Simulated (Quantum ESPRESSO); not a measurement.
Inputs of pw.x and gipaw.x (a modified build of Quantum ESPRESSO, PBE) for KI; the starting potential comes from an earlier run on another mesh:

```
&CONTROL
  calculation = 'scf'
  prefix = 'x'
  pseudo_dir = './pseudo'
  outdir = './out'
  tprnfor = .true.
/
&SYSTEM
  ibrav = 0
  nat = 2
  ntyp = 2
  ecutwfc = 40
  ecutrho = 160
  occupations = 'fixed'
  nbnd = 8
/
&ELECTRONS
  conv_thr = 1e-11
  startingpot = 'file'
/
ATOMIC_SPECIES
K 39.098 K.GGA_PBE-JTH.UPF
I 126.904 I.GGA_PBE-JTH.UPF
CELL_PARAMETERS angstrom
    0.000000000000     3.524550000000     3.524550000000
    3.524550000000     0.000000000000     3.524550000000
    3.524550000000     3.524550000000     0.000000000000
ATOMIC_POSITIONS crystal
K      0.000000000000     0.000000000000     0.000000000000
I      0.500000000000     0.500000000000     0.500000000000
K_POINTS automatic
5 5 5 1 1 1
```

```
&INPUTGIPAW
  job = 'nmr'
  prefix = 'x'
  tmp_dir = './out/'
  restart_mode = 'from_scratch'
  pawproj(1) = .true.
  pawproj(2) = .true.
  use_nmr_macroscopic_shape = .false.
/
```

The cell was made here from an entry of the Crystallography Open Database (unchecked): atoms relaxed with PBE in the measured cell (PBE without dispersion, pw.x of Quantum ESPRESSO, symmetry kept).  Stability against distortions was not tested.

Question: Predict the shielding tensors that the run ends with.

Answer: 
```
     Total NMR chemical shifts in ppm: ---------------------------------------
     (adopting the Simpson convention for anisotropy and asymmetry)-----------

     Atom  1  K   pos: (  0.000000  0.000000  0.000000)  Total sigma:        1137.57
          1137.5691          0.0000         -0.0000
             0.0000       1137.5691         -0.0000
            -0.0000         -0.0000       1137.5691

     K       1    anisotropy:      0.00    eta:    0.0000
     K       1    sigma_11=   1137.57
     K       1    sigma_22=   1137.57
     K       1    sigma_33=   1137.57

     Atom  2  I   pos: (  0.707107  0.707107  0.707107)  Total sigma:        4844.24
          4844.2378          0.0000          0.0000
             0.0000       4844.2378          0.0000
             0.0000          0.0000       4844.2378

     I       2    anisotropy:     -0.00    eta:    0.0000
     I       2    sigma_11=   4844.24
     I       2    sigma_22=   4844.24
     I       2    sigma_33=   4844.24
```
The printed anisotropy is 3/2 (σ_33 − σ_iso) in the program's own order; the axes are left out here. All sites are cubic, so the anisotropy vanishes by symmetry. Shieldings are absolute and leave out the bulk-susceptibility term; a larger σ means a smaller chemical shift. In our sweeps, cutoffs and meshes of this size left a few ppm, and up to some 20 ppm on atoms from Zn on. No spin–orbit coupling; I is the heaviest element present. No d partial waves on I: the paramagnetic term there is incompletely reconstructed. Static lattice: thermal averaging is not included.
